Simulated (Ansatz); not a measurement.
The calculation used DFT PBE, scalar-relativistic, plane waves, PAW (Ansatz 0.2.0). All cells share a 420 eV cutoff and Γ-centred k meshes spaced about 0.3 Å⁻¹ or finer (0.25 for metals, 2π included). No spin polarisation.

These are static total energies at zero pressure.

Two relaxed structures of B3C2:

1.

```
B C
1.0
     2.87166    1.65795    3.91243
    -2.87166    1.65795    3.91243
     0.00000   -3.31590    3.91243
B C
9 6
Direct
  0.01278 0.32096 0.01278
  0.32096 0.01278 0.01278
  0.01278 0.01278 0.32096
  0.67527 0.20012 0.20012
  0.20012 0.20012 0.67527
  0.79710 0.27178 0.79710
  0.27178 0.79710 0.79710
  0.79710 0.79710 0.27178
  0.20012 0.67527 0.20012
  0.04624 0.59765 0.04624
  0.59765 0.04624 0.04624
  0.04624 0.04624 0.59765
  0.50757 0.50757 0.50757
  0.39555 0.39555 0.39555
  0.61876 0.61876 0.61876
```

2.

```
B C
1.0
    -1.36197    1.36197    9.60662
     1.36197   -1.36197    9.60662
     1.36197    1.36197   -9.60662
B C
6 4
Direct
  0.59313 0.59313 0.00000
  0.40687 0.40687 0.00000
  0.00000 0.00000 0.00000
  0.81574 0.81574 0.00000
  0.18426 0.18426 0.00000
  0.25000 0.75000 0.50000
  0.64643 0.14643 0.50000
  0.45106 0.95106 0.50000
  0.04894 0.54894 0.50000
  0.85357 0.35357 0.50000
```

Question: Which would you expect to be lower, and how large is the difference?

Answer: Cell 1 is lower, by 85 meV/atom. Cell 1 has space group R3m (No. 160), 7.5 Å³/atom and no gap on its mesh; cell 2 has B and C ordered on diamond sites, space group I-4m2 (No. 119), 7.1 Å³/atom and no gap. Counting C atoms around B (those within 1.25 times the shortest such distance or 1.15 times the sum of covalent radii, 1.27 where that leaves under three; the shortest distance is added where it exceeds 1.18 times the sum of covalent radii; a slash parts the counts of unlike sites), cell 1 has B 1/2/3 and cell 2 has B 2/4/8 from 2.8 Å. Cell 1 holds B–B units of three or more atoms (shortest 1.77 Å) and C–C units of three or more atoms (shortest 1.31 Å); cell 2 holds B–B nets (shortest 1.86 Å). The lower one is the more open, so pressure narrows the difference. Even the lower one lies +0.41 eV/atom against the reference forms of the elements (uncorrected), so neither is stable at this level. Both come from trial cells of a structure search, whose lowest cell (P-1, 9.5 Å³/atom) lies 230 meV/atom below the lower of the two.

In R3m an odd number of electrons in the primitive cell allows no gap without spin; a larger cell or a magnetic state could open one. A magnetic state wasn't ruled out in cells without spin, among them R3m. Trial moments fell under 0.15 μB along the way in R3m and I-4m2; another start might hold them. Cells relaxed within their symmetry can be saddle points. Some structure types and database cells were kept out of the candidates from the start, so a known form may be missing.
